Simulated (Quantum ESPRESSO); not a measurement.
# WIr2AlZn3Pt: finding a planted mistake in a log

Computed values, not a measurement. The program is pw.x of Quantum ESPRESSO 7.5 (plane-wave density functional theory). The cell is made up: eight metal atoms on a hexagonal close-packed lattice, with elements, volume, strain and displacements drawn at random and not relaxed, so it may be unstable or far from any real phase. PseudoDojo standard norm-conserving files set the functional (PBE unless stated); there is no spin polarisation or spin-orbit coupling, the Fermi-Dirac width of 0.25 eV means electrons at about 2900 K, and the masses in the input are unused placeholders. Heavy elements are run without spin-orbit coupling, which real alloys of them have. A spin test at this wide smearing found no moment, but such smearing suppresses magnetism that the real alloy may have.

Intended input:

```
&control calculation='scf', pseudo_dir='./dojo.nc.sr.pbe.v0_5.standard.upf', outdir='./o', disk_io='medium', tprnfor=.true., tstress=.true. /
&system ibrav=0, nat=8, ntyp=5, nbnd=79, ecutwfc=84.00895049, nosym=.true., tot_charge=0,
 occupations='smearing', smearing='fd', degauss=0.0183746611
/
&electrons conv_thr=1.470e-08, electron_maxstep=70, mixing_beta=0.5 /
ATOMIC_SPECIES
Al 1.0 Al.upf
Ir 1.0 Ir.upf
Pt 1.0 Pt.upf
W 1.0 W.upf
Zn 1.0 Zn.upf
CELL_PARAMETERS angstrom
0.0155 0.0563 -4.4607
-0.0408 4.8427 -0.0599
5.555 -0.0471 -0.019
ATOMIC_POSITIONS angstrom
W -0.0036 0.1196 0.07
Ir 2.8321 -0.008 -0.0051
Al 1.436 2.4518 -0.0513
Zn 4.1056 2.3426 -0.0506
Zn 0.0416 1.5913 -2.3561
Ir 2.817 1.6408 -2.2794
Pt 1.3633 4.0562 -2.3048
Zn 4.1529 4.0851 -2.3556
K_POINTS automatic
5 5 4 1 1 1
```

The log is shortened where brackets say so; the opening notice, blank lines, dates and the lines on written files are dropped, and the path of the files is cut. It prints rydbergs, bohrs and kilobars, and counts compression as positive stress. Its total energy is the free energy E - TS of the whole cell.

Log of the intended run:

```
     Program PWSCF v.7.5
     Parallel version (MPI & OpenMP), running on       1 processor cores
     Number of MPI processes:                 1
     Threads/MPI process:                     1
     [start-up lines left out]
     bravais-lattice index     =            0
     lattice parameter (alat)  =       8.4302  a.u.
     unit-cell volume          =     809.5934 (a.u.)^3
     number of atoms/cell      =            8
     number of atomic types    =            5
     number of electrons       =       129.00
     number of Kohn-Sham states=           79
     kinetic-energy cutoff     =      84.0090  Ry
     charge density cutoff     =     336.0358  Ry
     scf convergence threshold =      1.5E-08
     mixing beta               =       0.5000
     number of iterations used =            8  plain     mixing
     Exchange-correlation= PBE
                           (   1   4   3   4   0   0   0)
     [axes and pseudopotential details left out]
   Cartesian axes
     site n.     atom                  positions (alat units)
         1        W      tau(   1) = (  -0.0008070   0.0268096   0.0156913  )
         2        Ir     tau(   2) = (   0.6348460  -0.0017933  -0.0011432  )
         3        Al     tau(   3) = (   0.3218950   0.5495976  -0.0114995  )
         4        Zn     tau(   4) = (   0.9203148   0.5251192  -0.0113425  )
         5        Zn     tau(   5) = (   0.0093251   0.3567072  -0.5281454  )
         6        Ir     tau(   6) = (   0.6314611   0.3678031  -0.5109523  )
         7        Pt     tau(   7) = (   0.3055985   0.9092413  -0.5166459  )
         8        Zn     tau(   8) = (   0.9309176   0.9157195  -0.5280333  )
     number of k points=    50  Fermi-Dirac smearing, width (Ry)=  0.0184
                       cart. coord. in units 2pi/alat
        k(    1) = (   0.1008254   0.0917508  -0.0985002), wk =   0.0400000
        k(    2) = (   0.3016111   0.0934514  -0.0977811), wk =   0.0400000
     [further k points left out]
     Dense  grid:    84231 G-vectors     FFT dimensions: (  50,  54,  64)
     Estimated max dynamical RAM per process >     171.79 MB
     Initial potential from superposition of free atoms
     starting charge     128.9962, renormalised to     129.0000
     Starting wfcs are   74 randomized atomic wfcs +    5 random wfcs
     total cpu time spent up to now is       38.1 secs
     per-process dynamical memory:    93.5 Mb
     Self-consistent Calculation
     iteration #  1     ecut=    84.01 Ry     beta= 0.50
     Davidson diagonalization with overlap
     ethr =  1.00E-02,  avg # of iterations =  3.0
     total cpu time spent up to now is      158.5 secs
     total energy              =   -2131.60083359 Ry
     estimated scf accuracy    <       1.58433666 Ry
     iteration #  2     ecut=    84.01 Ry     beta= 0.50
     Davidson diagonalization with overlap
     ethr =  1.23E-03,  avg # of iterations =  2.5
     total cpu time spent up to now is      273.1 secs
     total energy              =   -2131.29237605 Ry
     estimated scf accuracy    <      10.76101681 Ry
     [iterations 3 to 11 left out]
     iteration # 12     ecut=    84.01 Ry     beta= 0.50
     Davidson diagonalization with overlap
     ethr =  1.97E-09,  avg # of iterations =  1.9
     total cpu time spent up to now is     1077.2 secs
     total energy              =   -2132.46478293 Ry
     estimated scf accuracy    <       0.00000013 Ry
     iteration # 13     ecut=    84.01 Ry     beta= 0.50
     Davidson diagonalization with overlap
     ethr =  1.04E-10,  avg # of iterations =  3.5
     total cpu time spent up to now is     1163.9 secs
     End of self-consistent calculation
     [lines on levels left out]
!    total energy              =   -2132.46478295 Ry
     estimated scf accuracy    <          4.7E-09 Ry
     smearing contrib. (-TS)   =      -0.08608111 Ry
     internal energy E=F+TS    =   -2132.37870184 Ry
     The total energy is F=E-TS. E is the sum of the following terms:
     one-electron contribution =   -1097.89430964 Ry
     hartree contribution      =     611.16053054 Ry
     xc contribution           =    -305.11936699 Ry
     ewald contribution        =   -1340.52555575 Ry
     convergence has been achieved in  13 iterations
     Forces acting on atoms (cartesian axes, Ry/au):
     atom    1 type  4   force =     0.01293275   -0.05884523   -0.07101384
     atom    2 type  2   force =     0.02987241   -0.01808011   -0.01467205
     atom    3 type  1   force =     0.00817785    0.00147759   -0.00760468
     atom    4 type  5   force =     0.00680822    0.02361074   -0.00812580
     atom    5 type  5   force =     0.00037034    0.04148148    0.05433185
     atom    6 type  2   force =     0.00337464    0.02906845    0.01232347
     atom    7 type  3   force =    -0.04181676   -0.00298947    0.01120399
     atom    8 type  5   force =    -0.01971947   -0.01572345    0.02355705
     Total force =     0.140212     Total SCF correction =     0.000329
     Computing stress (Cartesian axis) and pressure
          total   stress  (Ry/bohr**3)                   (kbar)     P=      -15.05
  -0.00042429   0.00021377   0.00002689          -62.41       31.45        3.96
   0.00021377  -0.00000734   0.00014691           31.45       -1.08       21.61
   0.00002689   0.00014691   0.00012474            3.96       21.61       18.35
     init_run     :     35.92s CPU     37.82s WALL (       1 calls)
     electrons    :   1082.35s CPU   1125.80s WALL (       1 calls)
     forces       :     16.95s CPU     17.21s WALL (       1 calls)
     stress       :     61.84s CPU     63.61s WALL (       1 calls)
     [timing details left out]
     PWSCF        :  19m57.63s CPU  20m45.63s WALL
     JOB DONE.
```

A second run was made from an input with one planted mistake. Its log:

```
     Program PWSCF v.7.5
     Parallel version (MPI & OpenMP), running on       1 processor cores
     Number of MPI processes:                 1
     Threads/MPI process:                     1
     [start-up lines left out]
     bravais-lattice index     =            0
     lattice parameter (alat)  =       8.4302  a.u.
     unit-cell volume          =     809.5934 (a.u.)^3
     number of atoms/cell      =            8
     number of atomic types    =            5
     number of electrons       =       129.00
     number of Kohn-Sham states=           79
     kinetic-energy cutoff     =      84.0090  Ry
     charge density cutoff     =     336.0358  Ry
     scf convergence threshold =      1.5E-08
     mixing beta               =       0.5000
     number of iterations used =            8  plain     mixing
     Exchange-correlation= PBE
                           (   1   4   3   4   0   0   0)
     [axes and pseudopotential details left out]
   Cartesian axes
     site n.     atom                  positions (alat units)
         1        W      tau(   1) = (  -0.0008070   0.0268096   0.0156913  )
         2        Ir     tau(   2) = (   0.6348460  -0.0017933  -0.0011432  )
         3        Al     tau(   3) = (   0.3218950   0.5495976  -0.0114995  )
         4        Zn     tau(   4) = (   0.9203148   0.5251192  -0.0113425  )
         5        Zn     tau(   5) = (   0.0093251   0.3567072  -0.5281454  )
         6        Ir     tau(   6) = (   0.6314611   0.3678031  -0.5109523  )
         7        Zn     tau(   7) = (   0.3055985   0.9092413  -0.5166459  )
         8        Pt     tau(   8) = (   0.9309176   0.9157195  -0.5280333  )
     number of k points=    50  Fermi-Dirac smearing, width (Ry)=  0.0184
                       cart. coord. in units 2pi/alat
        k(    1) = (   0.1008254   0.0917508  -0.0985002), wk =   0.0400000
        k(    2) = (   0.3016111   0.0934514  -0.0977811), wk =   0.0400000
     [further k points left out]
     Dense  grid:    84231 G-vectors     FFT dimensions: (  50,  54,  64)
     Estimated max dynamical RAM per process >     171.79 MB
     Initial potential from superposition of free atoms
     starting charge     128.9962, renormalised to     129.0000
     Starting wfcs are   74 randomized atomic wfcs +    5 random wfcs
     total cpu time spent up to now is       28.1 secs
     per-process dynamical memory:    93.5 Mb
     Self-consistent Calculation
     iteration #  1     ecut=    84.01 Ry     beta= 0.50
     Davidson diagonalization with overlap
     ethr =  1.00E-02,  avg # of iterations =  3.0
     total cpu time spent up to now is       96.7 secs
     total energy              =   -2131.42271542 Ry
     estimated scf accuracy    <       1.82042555 Ry
     iteration #  2     ecut=    84.01 Ry     beta= 0.50
     Davidson diagonalization with overlap
     ethr =  1.41E-03,  avg # of iterations =  2.6
     total cpu time spent up to now is      177.3 secs
     total energy              =   -2131.32479296 Ry
     estimated scf accuracy    <      10.40255957 Ry
     [iterations 3 to 11 left out]
     iteration # 12     ecut=    84.01 Ry     beta= 0.50
     Davidson diagonalization with overlap
     ethr =  4.14E-10,  avg # of iterations =  2.8
     total cpu time spent up to now is     1048.0 secs
     total energy              =   -2132.44685528 Ry
     estimated scf accuracy    <       0.00000009 Ry
     iteration # 13     ecut=    84.01 Ry     beta= 0.50
     Davidson diagonalization with overlap
     ethr =  6.95E-11,  avg # of iterations =  2.8
     total cpu time spent up to now is     1105.2 secs
     End of self-consistent calculation
     [lines on levels left out]
!    total energy              =   -2132.44685529 Ry
     estimated scf accuracy    <          7.3E-09 Ry
     smearing contrib. (-TS)   =      -0.08683792 Ry
     internal energy E=F+TS    =   -2132.36001736 Ry
     The total energy is F=E-TS. E is the sum of the following terms:
     one-electron contribution =   -1089.46329517 Ry
     hartree contribution      =     606.94620162 Ry
     xc contribution           =    -305.12470685 Ry
     ewald contribution        =   -1344.71821696 Ry
     convergence has been achieved in  13 iterations
     Forces acting on atoms (cartesian axes, Ry/au):
     atom    1 type  4   force =     0.00510100   -0.06554146   -0.07253110
     atom    2 type  2   force =    -0.06391175   -0.01522177   -0.02263872
     atom    3 type  1   force =     0.01708539   -0.00354538   -0.00750287
     atom    4 type  5   force =     0.01129054    0.02974673   -0.01002133
     atom    5 type  5   force =    -0.00227244    0.04208816    0.05446702
     atom    6 type  2   force =    -0.04170731    0.03571986    0.01247278
     atom    7 type  5   force =     0.02251758    0.00132850    0.01264001
     atom    8 type  3   force =     0.05189698   -0.02457464    0.03311421
     Total force =     0.169887     Total SCF correction =     0.000378
     Computing stress (Cartesian axis) and pressure
          total   stress  (Ry/bohr**3)                   (kbar)     P=       -7.88
  -0.00041508  -0.00010554   0.00002610          -61.06      -15.52        3.84
  -0.00010554   0.00000986   0.00014577          -15.52        1.45       21.44
   0.00002610   0.00014577   0.00024455            3.84       21.44       35.97
     init_run     :     26.29s CPU     27.81s WALL (       1 calls)
     electrons    :   1030.59s CPU   1077.16s WALL (       1 calls)
     forces       :      8.15s CPU      8.23s WALL (       1 calls)
     stress       :     33.88s CPU     34.96s WALL (       1 calls)
     [timing details left out]
     PWSCF        :  18m19.30s CPU  19m 8.87s WALL
     JOB DONE.
```

Question: the log repeats what the program read. Compare it with the intended run: what was wrong in the second input?

Answer: two atoms have their elements exchanged. The input lines that differ:

```
- Pt 1.3633 4.0562 -2.3048
- Zn 4.1529 4.0851 -2.3556
+ Zn 1.3633 4.0562 -2.3048
+ Pt 4.1529 4.0851 -2.3556
```

|  | intended run | run with the mistake |
| --- | --- | --- |
| free energy (eV) | -29013.661 | -29013.418 |
| entropy term -TS, part of it (eV) | -1.171 | -1.181 |
| pressure (GPa) | -1.50 | -0.79 |
| size of the largest force component (eV/Å) | 1.826 | 1.865 |
| largest change of a force component (eV/Å) |  | 2.411 |
| iterations | 13 | 13 |

For scale, a rerun of the intended cell at a higher cutoff and on a denser mesh moved values by no more than 0.007 eV in energy, 0.03 GPa in stress and 0.016 eV/Å in force, and a second program with other atomic files agreed on that cell to 2 % rms in force and 0.5 GPa in pressure.